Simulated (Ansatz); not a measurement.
Input, command and steps of an Ansatz relaxation.

```yaml
crystal:
  lattice:
    - [0.0, 4.0628045954, 6.164792908]
    - [3.7968954885, 0.0, 6.164792908]
    - [3.7968954885, 4.0628045954, 0.0]
  atoms:
    - { symbol: Sb, position: [0.718, 0.282, 0.718] }
    - { symbol: Sb, position: [0.282, 0.718, 0.282] }
    - { symbol: Sb, position: [0.25, 0.25, 0.25] }
    - { symbol: Sb, position: [0.75, 0.75, 0.75] }
    - { symbol: C, position: [0.7197, 0.1333, 0.2803] }
    - { symbol: C, position: [0.8667, 0.2803, 0.1333] }
    - { symbol: C, position: [0.2803, 0.8667, 0.7197] }
    - { symbol: C, position: [0.1333, 0.7197, 0.8667] }
    - { symbol: C, position: [0.8519, 0.8519, 0.1481] }
    - { symbol: C, position: [0.1481, 0.1481, 0.8519] }
basis:
  ecutwfc: 420
kpoints:
  mp_grid: { grid: [4, 4, 4] }
hamiltonian:
  xc: pbe
scf:
  occupations: { method: gaussian, width: 0.1 }
  lower_state_search: "off"
output:
  forces: true
  stress: true
  eigenvalues: true
relax:
  adjacent_minimum: "off"
  f_tol: 0.04
  max_steps: 70
  cell: { stress_tol: 0.4 }
```

```bash
ansatz run input.yaml --threads 1 --pin off --max-ram 2560MiB --backend cpu --events-out ev --progress --plain --runs-dir out
```

Level of theory: DFT PBE, scalar-relativistic, plane waves, PAW in Ansatz.

Of 24 frames 10 are shown, positions in Å and forces in eV/Å; the SCF threshold varies from step to step. Steps run on the plane waves of an earlier cell, with a Pulay correction in the pressure. The basis is chosen afresh for the last frame, the zero of the energies, and at times for earlier ones too; energy and pressure step there, also at an unchanged geometry. Here that happened at step 17 (-14 meV/atom, 1.0 GPa); the frames before carry an error of that size.

```xyz
10
Lattice="0.0000 4.0628 6.1648 3.7969 0.0000 6.1648 3.7969 4.0628 0.0000" Properties=species:S:1:pos:R:3:forces:R:3 pbc="T T T" step=1 free_energy_over_end_meV_per_atom=1128.38 pressure_GPa=-19.59
Sb    3.7969    5.8342    6.1648    0.0000   -0.1388    0.0000
Sb    3.7969    2.2914    6.1648    0.0000    0.1388    0.0000
Sb    1.8984    2.0314    3.0824    0.0000    0.0000    0.0000
Sb    5.6953    6.0942    9.2472    0.0000    0.0000    0.0000
C     1.5704    4.0628    5.2586   -2.1569    0.0000    1.2294
C     1.5704    4.0628    7.0710   -2.1569    0.0000   -1.2294
C     6.0234    4.0628    7.0710    2.1569    0.0000   -1.2294
C     6.0234    4.0628    5.2586    2.1569    0.0000    1.2294
C     3.7969    4.0628   10.5036    0.0000    0.0000    2.4855
C     3.7969    4.0628    1.8260    0.0000    0.0000   -2.4855
10
Lattice="0.0000 4.0453 5.3120 3.4073 0.0000 5.3120 3.4073 4.0453 0.0000" Properties=species:S:1:pos:R:3:forces:R:3 pbc="T T T" step=4 free_energy_over_end_meV_per_atom=399.91 pressure_GPa=5.72
Sb    3.4073    5.6495    5.3120    0.0000   -2.2570    0.0000
Sb    3.4073    2.4411    5.3120    0.0000    2.2570    0.0000
Sb    1.7037    2.0226    2.6560    0.0000    0.0000    0.0000
Sb    5.1110    6.0679    7.9679    0.0000    0.0000    0.0000
C     1.2069    4.0453    4.5989    0.4934    0.0000   -0.1041
C     1.2069    4.0453    6.0250    0.4934    0.0000    0.1041
C     5.6078    4.0453    6.0250   -0.4934    0.0000    0.1041
C     5.6078    4.0453    4.5989   -0.4934    0.0000   -0.1041
C     3.4073    4.0453    9.1787    0.0000    0.0000   -0.2203
C     3.4073    4.0453    1.4452    0.0000    0.0000    0.2203
10
Lattice="0.0000 4.2240 5.1305 3.5070 0.0000 5.1305 3.5070 4.2240 0.0000" Properties=species:S:1:pos:R:3:forces:R:3 pbc="T T T" step=6 free_energy_over_end_meV_per_atom=279.17 pressure_GPa=6.53
Sb    3.5070    5.4902    5.1305    0.0000    2.4354    0.0000
Sb    3.5070    2.9578    5.1305    0.0000   -2.4354    0.0000
Sb    1.7535    2.1120    2.5652    0.0000    0.0000    0.0000
Sb    5.2605    6.3360    7.6957    0.0000    0.0000    0.0000
C     1.1905    4.2240    4.4294    0.3772    0.0000   -0.2868
C     1.1905    4.2240    5.8316    0.3772    0.0000    0.2868
C     5.8235    4.2240    5.8316   -0.3772    0.0000    0.2868
C     5.8235    4.2240    4.4294   -0.3772    0.0000   -0.2868
C     3.5070    4.2240    8.8495    0.0000    0.0000   -0.4589
C     3.5070    4.2240    1.4114    0.0000    0.0000    0.4589
10
Lattice="0.0000 4.6198 4.4592 3.9467 0.0000 4.4592 3.9467 4.6198 0.0000" Properties=species:S:1:pos:R:3:forces:R:3 pbc="T T T" step=9 free_energy_over_end_meV_per_atom=118.79 pressure_GPa=-0.19
Sb    3.9467    6.0288    4.4592    0.0000    0.1135    0.0000
Sb    3.9467    3.2109    4.4592    0.0000   -0.1135    0.0000
Sb    1.9734    2.3099    2.2296    0.0000    0.0000    0.0000
Sb    5.9201    6.9297    6.6888    0.0000    0.0000    0.0000
C     1.1959    4.6198    3.7616   -0.2103    0.0000   -0.3673
C     1.1959    4.6198    5.1568   -0.2103    0.0000    0.3673
C     6.6975    4.6198    5.1568    0.2103    0.0000    0.3673
C     6.6975    4.6198    3.7616    0.2103    0.0000   -0.3673
C     3.9467    4.6198    7.5403    0.0000    0.0000    0.3855
C     3.9467    4.6198    1.3780    0.0000    0.0000   -0.3855
10
Lattice="0.0000 4.5484 4.0013 4.3195 0.0000 4.0013 4.3195 4.5484 0.0000" Properties=species:S:1:pos:R:3:forces:R:3 pbc="T T T" step=11 free_energy_over_end_meV_per_atom=35.29 pressure_GPa=0.78
Sb    4.3195    5.9563    4.0013    0.0000   -0.1595    0.0000
Sb    4.3195    3.1405    4.0013    0.0000    0.1595    0.0000
Sb    2.1598    2.2742    2.0006    0.0000    0.0000    0.0000
Sb    6.4793    6.8226    6.0019    0.0000    0.0000    0.0000
C     1.2109    4.5484    3.2995    0.0701    0.0000   -0.4892
C     1.2109    4.5484    4.7031    0.0701    0.0000    0.4892
C     7.4281    4.5484    4.7031   -0.0701    0.0000    0.4892
C     7.4281    4.5484    3.2995   -0.0701    0.0000   -0.4892
C     4.3195    4.5484    6.6702    0.0000    0.0000   -0.0013
C     4.3195    4.5484    1.3324    0.0000    0.0000    0.0013
10
Lattice="0.0000 4.3972 3.9690 4.4681 0.0000 3.9690 4.4681 4.3972 0.0000" Properties=species:S:1:pos:R:3:forces:R:3 pbc="T T T" step=14 free_energy_over_end_meV_per_atom=24.91 pressure_GPa=-0.20
Sb    4.4681    5.7799    3.9690    0.0000   -0.0003    0.0000
Sb    4.4681    3.0144    3.9690    0.0000    0.0003    0.0000
Sb    2.2341    2.1986    1.9845    0.0000    0.0000    0.0000
Sb    6.7022    6.5958    5.9534    0.0000    0.0000    0.0000
C     1.2321    4.3972    3.2527   -0.0741    0.0000   -0.0397
C     1.2321    4.3972    4.6852   -0.0741    0.0000    0.0397
C     7.7041    4.3972    4.6852    0.0741    0.0000    0.0397
C     7.7041    4.3972    3.2527    0.0741    0.0000   -0.0397
C     4.4681    4.3972    6.6293    0.0000    0.0000   -0.0291
C     4.4681    4.3972    1.3086    0.0000    0.0000    0.0291
10
Lattice="0.0000 4.3907 3.9496 4.4808 0.0000 3.9496 4.4808 4.3907 0.0000" Properties=species:S:1:pos:R:3:forces:R:3 pbc="T T T" step=16 free_energy_over_end_meV_per_atom=24.67 pressure_GPa=0.01
Sb    4.4808    5.7725    3.9496    0.0000   -0.0028    0.0000
Sb    4.4808    3.0089    3.9496    0.0000    0.0028    0.0000
Sb    2.2404    2.1954    1.9748    0.0000    0.0000    0.0000
Sb    6.7212    6.5861    5.9245    0.0000    0.0000    0.0000
C     1.2296    4.3907    3.2333    0.0046    0.0000   -0.0010
C     1.2296    4.3907    4.6660    0.0046    0.0000    0.0010
C     7.7321    4.3907    4.6660   -0.0046    0.0000    0.0010
C     7.7321    4.3907    3.2333   -0.0046    0.0000   -0.0010
C     4.4808    4.3907    6.5861    0.0000    0.0000   -0.0023
C     4.4808    4.3907    1.3132    0.0000    0.0000    0.0023
10
Lattice="0.0000 4.2917 3.7629 4.8371 0.0000 3.7629 4.8371 4.2917 0.0000" Properties=species:S:1:pos:R:3:forces:R:3 pbc="T T T" step=19 free_energy_over_end_meV_per_atom=2.41 pressure_GPa=0.07
Sb    4.8371    5.6802    3.7629    0.0000   -0.1353    0.0000
Sb    4.8371    2.9032    3.7629    0.0000    0.1353    0.0000
Sb    2.4185    2.1458    1.8814    0.0000    0.0000    0.0000
Sb    7.2556    6.4375    5.6443    0.0000    0.0000    0.0000
C     1.2376    4.2917    3.0446    0.1708    0.0000    0.2093
C     1.2376    4.2917    4.4811    0.1708    0.0000   -0.2093
C     8.4366    4.2917    4.4811   -0.1708    0.0000   -0.2093
C     8.4366    4.2917    3.0446   -0.1708    0.0000    0.2093
C     4.8371    4.2917    6.2142    0.0000    0.0000   -0.2517
C     4.8371    4.2917    1.3115    0.0000    0.0000    0.2517
10
Lattice="0.0000 4.3465 3.7430 4.7998 0.0000 3.7430 4.7998 4.3465 0.0000" Properties=species:S:1:pos:R:3:forces:R:3 pbc="T T T" step=21 free_energy_over_end_meV_per_atom=1.07 pressure_GPa=0.31
Sb    4.7998    5.7311    3.7430    0.0000    0.0625    0.0000
Sb    4.7998    2.9619    3.7430    0.0000   -0.0625    0.0000
Sb    2.3999    2.1732    1.8715    0.0000    0.0000    0.0000
Sb    7.1997    6.5197    5.6145    0.0000    0.0000    0.0000
C     1.2340    4.3465    3.0298    0.0736    0.0000    0.0715
C     1.2340    4.3465    4.4562    0.0736    0.0000   -0.0715
C     8.3656    4.3465    4.4562   -0.0736    0.0000   -0.0715
C     8.3656    4.3465    3.0298   -0.0736    0.0000    0.0715
C     4.7998    4.3465    6.1662    0.0000    0.0000   -0.1035
C     4.7998    4.3465    1.3198    0.0000    0.0000    0.1035
10
Lattice="0.0000 4.3406 3.7502 4.8031 0.0000 3.7502 4.8031 4.3406 0.0000" Properties=species:S:1:pos:R:3:forces:R:3 pbc="T T T" step=24 free_energy_over_end_meV_per_atom=0.00 pressure_GPa=0.02
Sb    4.8031    5.7293    3.7502    0.0000   -0.0081    0.0000
Sb    4.8031    2.9519    3.7502    0.0000    0.0081    0.0000
Sb    2.4016    2.1703    1.8751    0.0000    0.0000    0.0000
Sb    7.2047    6.5109    5.6253    0.0000    0.0000    0.0000
C     1.2353    4.3406    3.0379   -0.0204    0.0000   -0.0020
C     1.2353    4.3406    4.4625   -0.0204    0.0000    0.0020
C     8.3709    4.3406    4.4625    0.0204    0.0000    0.0020
C     8.3709    4.3406    3.0379    0.0204    0.0000   -0.0020
C     4.8031    4.3406    6.1760    0.0000    0.0000   -0.0016
C     4.8031    4.3406    1.3244    0.0000    0.0000    0.0016
```

The start puts this composition into another compound's structure type, which needn't suit it. At the end the space group is Fmmm (tolerance 0.05 Å).

Time: 10 min on 1 thread of Intel(R) Xeon(R) Processor @ 2.50GHz (Skylake/Cascade Lake), with other jobs on the host, peak memory 0.55 GiB.

The k mesh is coarse.